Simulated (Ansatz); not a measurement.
Values for one crystal, relaxed and computed with the program Ansatz at the r²SCAN level (PAW); other levels are named.

| Quantity | Result |
|---|---|
| Volume per atom | 14.55 Å³ |
| Electronic character | metallic (no gap) |
| Formation energy from the elements (no fitted shifts) | -334 meV/atom |
| Gap with spin–orbit coupling | none (metallic) |
| Bulk modulus (Birch–Murnaghan fit) | 264 GPa |
| Density of states at the Fermi level | 0.41 states/eV per atom (mean over ±0.08 eV) |
| Pressure derivative B′ | 4.4 |

Task: Which compound is it?
(A) Si2W, fluorite or antifluorite type
(B) Hf5Si3, P6_3/mcm (Hf on 6g, Hf on 4d, Si on 6g)
(C) NbSi, rock salt
(D) SiMo3, A15 (Cr3Si type)

Result: D, SiMo3, A15 (Cr3Si type)

Space group Pm-3n (A15 (Cr3Si type)). Symmetry was held in the r²SCAN relaxation. The run is not spin-polarised. The references are the lowest solids computed at this level, not always the standard phases. Spin–orbit coupling is left out wherever it is not named.

Potentials: the later of the program's two PAW sets.
